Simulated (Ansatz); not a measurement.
ZrNi5 in space group F-43m (No. 216; Ni on 4c, Zr on 4a, Ni on 16e), PBE (plane waves, PAW; program Ansatz), all energies at zero smearing, with the estimated change up to a 700 eV cutoff added, with one set of potentials and settings (totals compare only within such a set). Cell of 6 atoms (5 Ni, 1 Zr): -33384.439 eV.

```json
[
 {"element": "Ni", "reference phase": "Fm-3m, 1 atoms in the cell, spin-polarised", "E (eV/atom)": "-5839.7239"},
 {"element": "Zr", "reference phase": "P6_3/mmc, 2 atoms in the cell", "E (eV/atom)": "-4183.8362"}
]
```

Formation energy per atom, worked out: (-33384.439 − 5×(-5839.7239) − 1×(-4183.8362))/6 = -0.331 eV/atom (-32 kJ per mol of atoms), at 0 K, without zero-point energy or fitted corrections.

The workflow started from an entry of the Crystallography Open Database (COD). Whether it is the stable phase at ambient conditions was not checked. The PBE relaxation kept the symmetry of its start; its stability against distortions is not shown here. Magnetic state: ferromagnetic, the only order run, not a proven ground state. The references are the lowest solids computed at this level, not always the standard phases.

Potentials: the later of the program's two PAW sets.
